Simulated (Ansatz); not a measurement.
ZnS (zinc blende)

```xyz
4
Lattice="0.0000 5.3891 5.3891 2.6946 2.6946 5.3891 2.6946 2.6946 0.0000" Properties=species:S:1:pos:R:3 pbc="T T T"
S      4.0418     9.4309     9.4309
S      4.0418     6.7364     6.7364
Zn     0.0000     0.0000     0.0000
Zn     2.6946     5.3891     2.6946
```

The atoms are displaced by Q × the pattern below (from a DFPT mode at X = (0.5, 0.5, 0.0), largest move 1; Q in Å), at fixed cell. It is one choice among 2 degenerate patterns. (q is in reciprocal vectors of the primitive cell; the cell shown is doubled to hold the pattern.)

| atom | x | y | z |
|---|---|---|---|
| S1 | -0.624 | 0.000 | 0.000 |
| S2 | 0.624 | 0.000 | 0.000 |
| Zn3 | 0.000 | -1.000 | 0.000 |
| Zn4 | 0.000 | 1.000 | 0.000 |

The numbers are results of r2SCAN (plane waves to 500 eV, PAW, scalar-relativistic; Ansatz, a first-principles code), not measurements. k mesh 11×11×11 (Γ-centred), Fermi-Dirac smearing 0.05 eV. ZnS was relaxed with its symmetry unable to fall. 

| Q (Å) | −dE/dQ from forces (eV/Å) |
|---|---|
| -0.100 | 0.495 |
| -0.083 | 0.413 |
| -0.067 | 0.330 |
| -0.050 | 0.248 |
| -0.033 | 0.165 |
| -0.017 | 0.083 |
| 0.000 | 0.000 |
| 0.017 | -0.083 |
| 0.033 | -0.165 |
| 0.050 | -0.248 |
| 0.067 | -0.330 |
| 0.083 | -0.413 |
| 0.100 | -0.495 |

### Question
What harmonic wavenumber does the curvature at Q = 0 give?

### Answer
93 cm⁻¹. E″ = 4.96 eV/Å², M = Σ mᵢ|uᵢ|² = 155.7 u, ν̃ = 521.5·√(|E″|/M).

(A displaced cell: forces are minus the slopes of the energy, force constants its curvatures, and phonons follow from these.)
